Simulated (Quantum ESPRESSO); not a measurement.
# Nb3SnHf2Au2: input and log of a self-consistent run

Computed values, not a measurement. The program is pw.x of Quantum ESPRESSO 7.5 (plane-wave density functional theory). The cell is made up: eight metal atoms on a face-centred cubic lattice, with elements, volume, strain and displacements drawn at random and not relaxed, so it may be unstable or far from any real phase. PseudoDojo standard norm-conserving files set the functional (PBE unless stated); there is no spin polarisation or spin-orbit coupling, the Fermi-Dirac width of 0.25 eV means electrons at about 2900 K, and the masses in the input are unused placeholders. The tin pseudopotential is less sure than most, with forces differing by about three percent from a second method on plain tin. Heavy elements are run without spin-orbit coupling, which real alloys of them have. A spin test at this wide smearing found no moment, but such smearing suppresses magnetism that the real alloy may have.

Input:

```
&control calculation='scf', pseudo_dir='./dojo.nc.sr.pbe.v0_5.standard.upf', outdir='./o', disk_io='medium', tprnfor=.true., tstress=.true. /
&system ibrav=0, nat=8, ntyp=4, nbnd=72, ecutwfc=82.02448710, nosym=.true., tot_charge=0,
 occupations='smearing', smearing='fd', degauss=0.0183746611
/
&electrons conv_thr=1.470e-08, electron_maxstep=70, mixing_beta=0.5 /
ATOMIC_SPECIES
Au 1.0 Au.upf
Hf 1.0 Hf.upf
Nb 1.0 Nb.upf
Sn 1.0 Sn.upf
CELL_PARAMETERS angstrom
0.0 4.2813 0.0
-4.2813 0.0 -4.2813
-4.2813 0.0 4.2813
ATOMIC_POSITIONS angstrom
Nb 0.0082 0.0516 -0.0833
Sn -2.1694 -0.0017 2.1931
Hf -2.0162 -0.0564 -2.2087
Nb -4.3055 0.0369 0.0591
Au -2.065 2.2213 0.0528
Nb -4.2735 2.108 2.1087
Au -4.313 2.1874 -2.1605
Hf -6.4574 2.1278 0.0525
K_POINTS automatic
6 4 4 1 1 1
```

The log is shortened where brackets say so; the opening notice, blank lines, dates and the lines on written files are dropped, and the path of the files is cut. It prints rydbergs, bohrs and kilobars, and counts compression as positive stress. Its total energy is the free energy E - TS of the whole cell.

```
     Program PWSCF v.7.5
     Parallel version (MPI & OpenMP), running on       1 processor cores
     Number of MPI processes:                 1
     Threads/MPI process:                     1
     [start-up lines left out]
     bravais-lattice index     =            0
     lattice parameter (alat)  =       8.0905  a.u.
     unit-cell volume          =    1059.1405 (a.u.)^3
     number of atoms/cell      =            8
     number of atomic types    =            4
     number of electrons       =       115.00
     number of Kohn-Sham states=           72
     kinetic-energy cutoff     =      82.0245  Ry
     charge density cutoff     =     328.0979  Ry
     scf convergence threshold =      1.5E-08
     mixing beta               =       0.5000
     number of iterations used =            8  plain     mixing
     Exchange-correlation= PBE
                           (   1   4   3   4   0   0   0)
     [axes and pseudopotential details left out]
   Cartesian axes
     site n.     atom                  positions (alat units)
         1        Nb     tau(   1) = (   0.0019153   0.0120524  -0.0194567  )
         2        Sn     tau(   2) = (  -0.5067153  -0.0003971   0.5122510  )
         3        Hf     tau(   3) = (  -0.4709317  -0.0131736  -0.5158947  )
         4        Nb     tau(   4) = (  -1.0056525   0.0086189   0.0138042  )
         5        Au     tau(   5) = (  -0.4823301   0.5188377   0.0123327  )
         6        Nb     tau(   6) = (  -0.9981781   0.4923738   0.4925373  )
         7        Au     tau(   7) = (  -1.0074043   0.5109196  -0.5046364  )
         8        Hf     tau(   8) = (  -1.5082802   0.4969986   0.0122626  )
     number of k points=    48  Fermi-Dirac smearing, width (Ry)=  0.0184
                       cart. coord. in units 2pi/alat
        k(    1) = (  -0.1250000   0.0833333   0.0000000), wk =   0.0416667
        k(    2) = (  -0.2500000   0.0833333   0.1250000), wk =   0.0416667
     [further k points left out]
     Dense  grid:   106171 G-vectors     FFT dimensions: (  48,  72,  72)
     Estimated max dynamical RAM per process >     196.76 MB
     Initial potential from superposition of free atoms
     starting charge     114.9876, renormalised to     115.0000
     Starting wfcs are   79 randomized atomic wfcs
     total cpu time spent up to now is       36.9 secs
     per-process dynamical memory:   109.2 Mb
     Self-consistent Calculation
     iteration #  1     ecut=    82.02 Ry     beta= 0.50
     Davidson diagonalization with overlap
     ethr =  1.00E-02,  avg # of iterations =  2.3
     total cpu time spent up to now is      156.8 secs
     total energy              =   -1348.25718216 Ry
     estimated scf accuracy    <       2.94472852 Ry
     iteration #  2     ecut=    82.02 Ry     beta= 0.50
     Davidson diagonalization with overlap
     ethr =  2.56E-03,  avg # of iterations =  4.7
     total cpu time spent up to now is      288.3 secs
     total energy              =   -1348.37034891 Ry
     estimated scf accuracy    <      13.16019449 Ry
     iteration #  3     ecut=    82.02 Ry     beta= 0.50
     Davidson diagonalization with overlap
     ethr =  2.56E-03,  avg # of iterations =  3.3
     total cpu time spent up to now is      393.6 secs
     total energy              =   -1349.63419687 Ry
     estimated scf accuracy    <       2.24961718 Ry
     iteration #  4     ecut=    82.02 Ry     beta= 0.50
     Davidson diagonalization with overlap
     ethr =  1.96E-03,  avg # of iterations =  2.0
     total cpu time spent up to now is      486.8 secs
     total energy              =   -1349.81393762 Ry
     estimated scf accuracy    <       0.18684543 Ry
     iteration #  5     ecut=    82.02 Ry     beta= 0.50
     Davidson diagonalization with overlap
     ethr =  1.62E-04,  avg # of iterations =  6.5
     total cpu time spent up to now is      587.0 secs
     total energy              =   -1349.83343889 Ry
     estimated scf accuracy    <       0.04978141 Ry
     [iterations 6 to 13 left out]
     iteration # 14     ecut=    82.02 Ry     beta= 0.50
     Davidson diagonalization with overlap
     ethr =  4.24E-09,  avg # of iterations =  1.5
     total cpu time spent up to now is     1532.1 secs
     total energy              =   -1349.84634246 Ry
     estimated scf accuracy    <       0.00000043 Ry
     iteration # 15     ecut=    82.02 Ry     beta= 0.50
     Davidson diagonalization with overlap
     ethr =  3.76E-10,  avg # of iterations =  3.1
     total cpu time spent up to now is     1638.6 secs
     total energy              =   -1349.84634251 Ry
     estimated scf accuracy    <       0.00000009 Ry
     iteration # 16     ecut=    82.02 Ry     beta= 0.50
     Davidson diagonalization with overlap
     ethr =  7.59E-11,  avg # of iterations =  5.0
     total cpu time spent up to now is     1781.6 secs
     total energy              =   -1349.84634252 Ry
     estimated scf accuracy    <       0.00000014 Ry
     iteration # 17     ecut=    82.02 Ry     beta= 0.50
     Davidson diagonalization with overlap
     ethr =  7.59E-11,  avg # of iterations =  2.1
     total cpu time spent up to now is     1882.0 secs
     total energy              =   -1349.84634253 Ry
     estimated scf accuracy    <       0.00000007 Ry
     iteration # 18     ecut=    82.02 Ry     beta= 0.50
     Davidson diagonalization with overlap
     ethr =  6.29E-11,  avg # of iterations =  1.4
     total cpu time spent up to now is     1947.2 secs
     End of self-consistent calculation
     [lines on levels left out]
!    total energy              =   -1349.84634253 Ry
     estimated scf accuracy    <          3.8E-09 Ry
     smearing contrib. (-TS)   =      -0.11037609 Ry
     internal energy E=F+TS    =   -1349.73596644 Ry
     The total energy is F=E-TS. E is the sum of the following terms:
     one-electron contribution =    -350.15818272 Ry
     hartree contribution      =     234.92987258 Ry
     xc contribution           =    -283.74390593 Ry
     ewald contribution        =    -950.76375037 Ry
     convergence has been achieved in  18 iterations
     Forces acting on atoms (cartesian axes, Ry/au):
     atom    1 type  3   force =    -0.01210891   -0.00698687    0.01092437
     atom    2 type  4   force =     0.01602484    0.00085158   -0.02085688
     atom    3 type  2   force =    -0.05643467    0.01605868    0.06383682
     atom    4 type  3   force =     0.02090552   -0.00596219   -0.00769301
     atom    5 type  1   force =    -0.01668454   -0.00891425   -0.02952391
     atom    6 type  3   force =     0.02001889    0.00721996   -0.00102084
     atom    7 type  1   force =     0.02582206   -0.00659160    0.01562874
     atom    8 type  2   force =     0.00245681    0.00432470   -0.03129529
     Total force =     0.112690     Total SCF correction =     0.000286
     Computing stress (Cartesian axis) and pressure
          total   stress  (Ry/bohr**3)                   (kbar)     P=       12.20
   0.00020041  -0.00000703   0.00008235           29.48       -1.03       12.11
  -0.00000703  -0.00010635   0.00002079           -1.03      -15.64        3.06
   0.00008235   0.00002079   0.00015484           12.11        3.06       22.78
     init_run     :     34.76s CPU     36.63s WALL (       1 calls)
     electrons    :   1850.12s CPU   1910.38s WALL (       1 calls)
     forces       :     15.67s CPU     15.88s WALL (       1 calls)
     stress       :     64.71s CPU     66.47s WALL (       1 calls)
     [timing details left out]
     PWSCF        :  32m45.83s CPU  33m50.62s WALL
     JOB DONE.
```

In other units: free energy -18365.595 eV for the cell, pressure 1.22 GPa, largest force component 1.641 eV/Å in size. The run took 2032 s of wall time with one process on a shared machine (AMD EPYC, Zen 5, virtual cores), so the time is rough. A rerun of this cell at a higher cutoff and on a denser mesh moved values by no more than 0.005 eV in energy, 0.02 GPa in stress and 0.007 eV/Å in force, and a second program with other atomic files agreed on that cell to 2 % rms in force and 0.5 GPa in pressure.